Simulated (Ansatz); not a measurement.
Starting cell, Sc (hcp, Mg type):

```yaml
crystal:
  lattice:
    - [6.65898, 0.00000, 0.00000]
    - [-1.66475, 2.88342, 0.00000]
    - [0.00000, 0.00000, 5.19194]
  atoms:
    - { symbol: Sc, position: [0.16667, 0.66667, 0.75000] }
    - { symbol: Sc, position: [0.66667, 0.66667, 0.75000] }
    - { symbol: Sc, position: [0.33333, 0.33333, 0.25000] }
    - { symbol: Sc, position: [0.83333, 0.33333, 0.25000] }
```

The atoms are displaced by Q × the pattern below (from a DFPT mode at M = (0.5, 0.0, 0.0), largest move 1; Q in Å), at fixed cell. (q is in reciprocal vectors of the primitive cell; the cell shown is doubled to hold the pattern.)

```csv
atom,x,y,z
Sc1,0.000,0.000,-1.000
Sc2,0.000,0.000,1.000
Sc3,0.000,0.000,-1.000
Sc4,0.000,0.000,1.000
```

All values below come from r2SCAN (plane waves to 500 eV, PAW, scalar-relativistic; Ansatz, a program for electronic structure). k mesh 8×16×9 (Γ-centred), Fermi-Dirac smearing 0.05 eV. Energies are smeared free energies. With partly filled bands, energies and forces of such displacements shift with the k mesh and the smearing. Sc is run without spin polarisation. Sc was relaxed with its symmetry unable to fall. ΔE is measured from the undisplaced structure.

| Q (Å) | ΔE (eV/cell) |
|---|---|
| -0.280 | 0.463 |
| -0.233 | ? |
| -0.187 | 0.207 |
| -0.140 | 0.117 |
| -0.093 | 0.052 |
| -0.047 | ? |
| 0.000 | 0.000 |
| 0.047 | ? |
| 0.093 | 0.052 |
| 0.140 | 0.117 |
| 0.187 | 0.207 |
| 0.233 | ? |
| 0.280 | 0.463 |

Fill in the missing entries.


- -0.233, ΔE (eV/cell): 0.323
- -0.047, ΔE (eV/cell): 0.013
- 0.047, ΔE (eV/cell): 0.013
- 0.233, ΔE (eV/cell): 0.323

(A displaced cell: forces are minus the slopes of the energy, force constants its curvatures, and phonons follow from these.)
